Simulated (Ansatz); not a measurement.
Ansatz (a program for electronic structure) input:

Ansatz 0.2 input:
```yaml
crystal:
  lattice:
    - [3.4044199982, 0.0, 0.0]
    - [-1.7022099991, 2.9483142036, 0.0]
    - [0.0, 0.0, 5.7984686639]
  atoms:
    - { symbol: Pb, position: [0.3333333333, 0.6666666667, 0.25] }
    - { symbol: Pb, position: [0.6666666667, 0.3333333333, 0.75] }
kpoints:
  mp_grid: { grid: [29, 29, 15] }
hamiltonian:
  xc: lda
  pseudopotentials: { kind: paw }
scf:
  occupations: { method: fermi_dirac, width: 0.1 }
elastic: { mode: relaxed_ion, stencil: two_point, amplitude: 0.005, f_tol: 0.0005 }
```

Output (shortened):

```
Pseudopotential: Pb, paw, valence charge 14
Functional definition: SPW92
Crystal: 2 atoms, lattice volume = 58.201 Å³
Basis set: ecut = 420 eV, 1135 PW (Γ)
Bands: 18, of which v1, the nominal top of the filled ones, is band 14 counted from 1 (13 counted from 0)
Symmetry: 24 space group operations
Space group: P63/mmc (ITA 194), of the structure as read, at distance tolerance 3.9e-5 Å
k-points: 680 of 12615
SCF 1 converged in 10 iterations: F = -23204.700657 eV  dr2 = 1.84e-14
Crystal: 2 atoms, lattice volume = 57.910 Å³
Symmetry: 8 space group operations
k-points: 1800 of 12615
SCF 2 converged in 10 iterations: F = -23204.699999 eV  dr2 = 5.04e-14
relax step   1: F+E_penalty+E_count = -23204.69999878 eV  Δ(F+E_penalty+E_count) = +0.000e0 eV  max|allowed force component| = 7.978e-4 eV/Å  Δτ_max = 0.0000 Å  (10 SCF iters, accepted)
Crystal: 2 atoms, lattice volume = 57.910 Å³
SCF 3 converged in 6 iterations: F = -23204.699999 eV  dr2 = 9.28e-14
relax step   2: F+E_penalty+E_count = -23204.69999943 eV  Δ(F+E_penalty+E_count) = -6.507e-7 eV  max|allowed force component| = 6.613e-4 eV/Å  Δτ_max = 0.0004 Å  (6 SCF iters, accepted)
Crystal: 2 atoms, lattice volume = 57.910 Å³
SCF 4 converged in 7 iterations: F = -23204.700001 eV  dr2 = 1.64e-14
relax step   3: F+E_penalty+E_count = -23204.70000086 eV  Δ(F+E_penalty+E_count) = -1.428e-6 eV  max|allowed force component| = 1.258e-6 eV/Å  Δτ_max = 0.0022 Å  (7 SCF iters, accepted)
Crystal: 2 atoms, lattice volume = 57.910 Å³
SCF 5 converged in 2 iterations: F = -23204.700001 eV  dr2 = 7.03e-15
Crystal: 2 atoms, lattice volume = 58.492 Å³
SCF 6 converged in 10 iterations: F = -23204.700625 eV  dr2 = 4.49e-14
relax step   1: F+E_penalty+E_count = -23204.70062549 eV  Δ(F+E_penalty+E_count) = +0.000e0 eV  max|allowed force component| = 7.137e-4 eV/Å  Δτ_max = 0.0000 Å  (10 SCF iters, accepted)
Crystal: 2 atoms, lattice volume = 58.492 Å³
SCF 7 converged in 7 iterations: F = -23204.700627 eV  dr2 = 2.48e-14
relax step   2: F+E_penalty+E_count = -23204.70062719 eV  Δ(F+E_penalty+E_count) = -1.705e-6 eV  max|allowed force component| = 1.944e-5 eV/Å  Δτ_max = 0.0023 Å  (7 SCF iters, accepted)
Crystal: 2 atoms, lattice volume = 58.492 Å³
SCF 8 converged in 2 iterations: F = -23204.700627 eV  dr2 = 8.99e-15
Crystal: 2 atoms, lattice volume = 57.910 Å³
SCF 9 converged in 8 iterations: F = -23204.702287 eV  dr2 = 3.15e-14
Crystal: 2 atoms, lattice volume = 58.492 Å³
SCF 10 converged in 6 iterations: F = -23204.698428 eV  dr2 = 1.42e-14
Crystal: 2 atoms, lattice volume = 58.201 Å³
Symmetry: 4 space group operations
k-points: 3270 of 12615
SCF 11 converged in 9 iterations: F = -23204.700618 eV  dr2 = 1.11e-14
relax step   1: F+E_penalty+E_count = -23204.70061834 eV  Δ(F+E_penalty+E_count) = +0.000e0 eV  max|allowed force component| = 4.416e-5 eV/Å  Δτ_max = 0.0000 Å  (9 SCF iters, accepted)
Crystal: 2 atoms, lattice volume = 58.201 Å³
SCF 12 converged in 2 iterations: F = -23204.700618 eV  dr2 = 4.92e-15
Crystal: 2 atoms, lattice volume = 58.201 Å³
SCF 13 converged in 9 iterations: F = -23204.700618 eV  dr2 = 1.11e-14
relax step   1: F+E_penalty+E_count = -23204.70061834 eV  Δ(F+E_penalty+E_count) = +0.000e0 eV  max|allowed force component| = 4.416e-5 eV/Å  Δτ_max = 0.0000 Å  (9 SCF iters, accepted)
Crystal: 2 atoms, lattice volume = 58.201 Å³
SCF 14 converged in 2 iterations: F = -23204.700618 eV  dr2 = 4.90e-15
SCF converged after 10 iterations
Free energy (F): -23204.700657 eV
Harris-Foulkes:  -23204.700657 eV  (|F-HF|=3.64e-12)
Internal energy: -23204.664637 eV  (E = F + TS)
E sigma→0 (E₀):  -23204.682647 eV
Entropy (-TS):   -0.036020 eV (-18.010 meV/atom)
Fermi energy:    11.181774 eV
--- Per-component energies (eV) ---
  E_band       = -65.829608
  E_kinetic    = 580.559080
  E_local      = -1985.056466  (includes V_loc(G=0)·N_el)
  E_nonlocal   = 707.302222
  E_hartree    = 786.481051
  E_xc         = -439.223591
  E_vxc        = -268.271517  (∫ρ·V_xc dr)
  E_paw        = -20205.105442  (= ΣΔE_a)
  E_vpaw       = -673.325122  (= ΣTr[D̂ρ^β])
  E_aug_tail   = 0.000094  (compensation charges beyond the density's cutoff)
  E_ewald      = -2649.466157
  E_core_change = -0.155427  (= ΣΔE_core)
  E_smearing   = -0.036020  (= −TS)
  E_closure    = 0.000000  (closes the sum)
  Σ components = -23204.700657   (vs F -23204.700657, Δ=0.00e0)
--- Forces (eV/Å), atoms counted from 1 ---
  atom   1  Pb     0.00000000     0.00000000     0.00000000
  atom   2  Pb     0.00000000     0.00000000     0.00000000
  max |Σ_I F_I| component: 9.25e-18 eV/Å
--- Stress (GPa, compression-positive) ---
        0.169355       0.000000       0.000000
        0.000000       0.169355       0.000000
        0.000000       0.000000      -1.065716
  P = ⅓ Tr σ = -0.2423 GPa (-2.423 kbar)
--- Band table (eV; the first three rows and the last of 680) ---
  k-point 0: bands = ["-5.8457", "-5.8268", "-5.7854", "-5.7854", "-5.7647", "-5.7647", "-5.6606", "-5.6606", "-5.5043", "-5.5043", "-0.8681", "2.6026", "6.7317", "17.4455", "17.4455", "18.1603", "19.1707", "19.1707"]
  k-point 1: bands = ["-5.8452", "-5.8267", "-5.7863", "-5.7863", "-5.7655", "-5.7655", "-5.6577", "-5.6577", "-5.5055", "-5.5055", "-0.8472", "2.5084", "6.8706", "17.4619", "17.4619", "17.8320", "19.1500", "19.1500"]
  k-point 2: bands = ["-5.8438", "-5.8263", "-5.7887", "-5.7887", "-5.7678", "-5.7678", "-5.6497", "-5.6497", "-5.5089", "-5.5089", "-0.7846", "2.2587", "7.2543", "17.0505", "17.5104", "17.5104", "19.0889", "19.0889"]
  k-point 679: bands = ["-5.8189", "-5.8183", "-5.7258", "-5.6948", "-5.6580", "-5.6576", "-5.6236", "-5.6213", "-5.4981", "-5.4961", "4.2144", "4.2435", "8.6609", "8.7047", "9.5691", "9.8599", "15.7819", "15.8732"]
--- Elastic constants: 3 strain directions × 2 members + reference (group order 24) ---
  dense FFT box of the reference and of every strained cell: 24×24×40
  strains applied: 11, 33, 23; error gains …
  C = ∂σ_k/∂η_j (tension-positive GPa; Voigt order 11 22 33 23 13 12):
        75.622     48.004     35.969      0.000      0.000      0.000
        48.004     75.622     35.969      0.000      0.000      0.000
        34.776     34.776     66.141      0.000      0.000      0.000
         0.000      0.000      0.000      8.749      0.000      0.000
         0.000      0.000      0.000      0.000      8.749      0.000
         0.000      0.000      0.000      0.000      0.000     13.809
  reference stress σ⁰ (GPa):     -0.169     -0.169      1.066      0.000      0.000      0.000
  moduli (Voigt/Reuss/Hill, GPa): K = 50.54/49.59/50.07   G = 12.84/11.71/12.28   E = 34.04   ν = 0.387
  mechanically stable: yes (min eigenvalue of sym C = 8.75 GPa)
  strain η (Voigt 11):  stress-route row diagonal C_11 = 75.62 GPa, energy-path curvature d²(F+E_count+ΔE)/dδ²/Ω₀ = 75.60 GPa
         δ    σ_11 (GPa)             F (eV)   n_scf  n_hpsi   n_pw
    -5.000e-3      -0.5562      -23204.7000009       2  323350   1151   relax 3 steps, max|allowed force component| 1.26e-6 eV/Å
     5.000e-3       0.2000      -23204.7006272       2  323159   1174   relax 2 steps, max|allowed force component| 1.94e-5 eV/Å
  strain η (Voigt 33):  stress-route row diagonal C_33 = 66.14 GPa, energy-path curvature d²(F+E_count+ΔE)/dδ²/Ω₀ = 66.05 GPa
         δ    σ_33 (GPa)             F (eV)   n_scf  n_hpsi   n_pw
    -5.000e-3       0.7255      -23204.7022870       8  250425   1160   relax 0 steps, max|allowed force component| 1.85e-17 eV/Å
     5.000e-3       1.3869      -23204.6984278       6  195700   1184   relax 0 steps, max|allowed force component| 2.78e-17 eV/Å
  strain η (Voigt 23):  stress-route row diagonal C_44 = 8.75 GPa, energy-path curvature d²(F+E_count+ΔE)/dδ²/Ω₀ = 8.53 GPa
         δ    σ_23 (GPa)             F (eV)   n_scf  n_hpsi   n_pw
    -5.000e-3      -0.0437      -23204.7006183       2  588609   1166   relax 1 steps, max|allowed force component| 4.42e-5 eV/Å
     5.000e-3       0.0437      -23204.7006183       2  588669   1166   relax 1 steps, max|allowed force component| 4.42e-5 eV/Å
```

Cost: very roughly 16 core-minutes on shared cores.

Space group P6_3/mmc (hcp (Mg type)). The workflow started from a Materials Project entry (that database holds measured and hypothetical structures alike); the Crystallography Open Database files this formula in space group No. 194, but the cells were not matched. It is not the phase usual at ambient conditions (space group No. 225). The cell was relaxed with LDA under the symmetry of its start; of distortions, only those at the zone centre were tested. As this level gives no gap, shear constants depend on the k-mesh and smearing (Fermi–Dirac, 0.1 eV here). Axis ratios of metals converge slowly with the k-mesh, so a and c are less sure than the volume. On the denser mesh and wider smearing of the elastic run this cell carries a stress of 1.1 GPa. Scalar-relativistic: spin–orbit coupling is off unless named, which matters more the heavier the elements.

Potentials: the later of the program's two PAW sets.

Ansatz is a plane-wave DFT program.
